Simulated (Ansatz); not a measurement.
**PtSe2, a known structure type with other elements, at an estimated volume**

```xyz
3
Lattice="1.8975 3.2866 0.0000 -1.8975 3.2866 0.0000 0.0000 0.0000 4.9222" Properties=species:S:1:pos:R:3 pbc="T T T"
Pt    0.0000    0.0000    0.0000
Se    0.0000    2.1911    1.2306
Se    0.0000    4.3822    3.6917
```

Level: PBE, no spin polarisation; 420 eV; 10×10×7 Γ-centred mesh; fermi-dirac occupations (width 0.0175 eV); Ansatz 0.2.0, fixed geometry.

Q: What is the formation energy?

A: -0.37 eV an atom against the elements' usual phases (free molecules for gases, crystals otherwise, with no correction for O₂ or N₂), so it is bound against them; other compounds may still compete. Relaxing would lower it.

Q: What does the stress say?

A: The pressure is 4.4 GPa (compression positive), so with the atoms held at these fractions the cell would first expand. The principal stresses 4.0, 4.0, 5.2 GPa differ, so its shape would change too.

Q: Which atom feels the largest force, and which way?

A: The largest is on Se2 (and as large on other atoms): 0.50 eV/Å, components (0.00, 0.00, 0.50). It makes 119° with the line to a nearest neighbour, Pt1 at 2.51 Å.

Q: What happens at the Fermi level?

A: It is a metal, with about 0.41 states/eV a cell as the mean within 0.25 eV of the Fermi level, mostly Se p (67 %) and Pt d (25 %).

Q: Give the Bader charges.

A: Bader charges in e: Pt +0.07, Se -0.04. In the mean Pt gives up most and Se takes most.

Origin: a known structure type with other elements, at an estimated volume, so it need not be a known compound.
